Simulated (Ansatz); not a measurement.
A geometry of CsPbCl3 away from equilibrium: step 2 of the relaxation of a relaxed CsPbCl3 cell, doubled along one cell vector, shaken by Gaussian noise of σ = 0.08 Å a coordinate. All values below come from PBE (plane waves to 420 eV, PAW, scalar-relativistic; Ansatz, a first-principles code). Γ-centred k-mesh 4×2×4 on the run's cell (coarser than for final values), Fermi–Dirac smearing 0.05 eV.

```xyz
10
Lattice="6.2356 0.0028 0.0008 0.0056 12.5075 -0.0010 0.0008 -0.0005 6.5743" Properties=species:S:1:pos:R:3:forces:R:3 pbc="T T T" free_energy=-41645.976 pressure_GPa=0.0
Cl    -0.0585     2.9160     0.0142    0.0204   -0.6384   -0.0178
Cl     0.0139     9.2841     0.0015    0.0869   -0.5313    0.0307
Cl     3.1714     0.0000    -0.0058    0.2780    0.0591   -0.0040
Cl     3.1903     6.2569    -0.0137    0.2945    0.1184    0.0186
Cl     2.9668     3.2939     3.4125   -0.0450    0.0450   -0.1221
Cl     3.1717     9.3724     3.1138    0.0079    0.0215    0.0088
Cs     3.0614     3.1654     0.0653   -0.0151   -0.1346    0.1771
Cs     3.1514     9.3779    -0.1766   -0.1242    0.0467   -0.1438
Pb    -0.0280    -0.0272    -0.0448   -0.2607    0.5485    0.0401
Pb    -0.0008     6.3021     0.0052   -0.2431    0.4655    0.0123
```

Positions in Å, forces in eV/Å, free energy of the cell in eV (comparable only within this code, potentials and settings). Largest force: 0.64 eV/Å, on Cl1 (atoms numbered as listed); the geometry lies 0.58 eV/atom above the end of its relaxation.

No spin polarisation in the result.

The end of the path is a generated cell of CsPbCl3: the first start was made by a random draw of sites in a space group, and the end was not matched to a known phase here, so it may be hypothetical. Known forms of CsPbCl3 include space group No. 221.
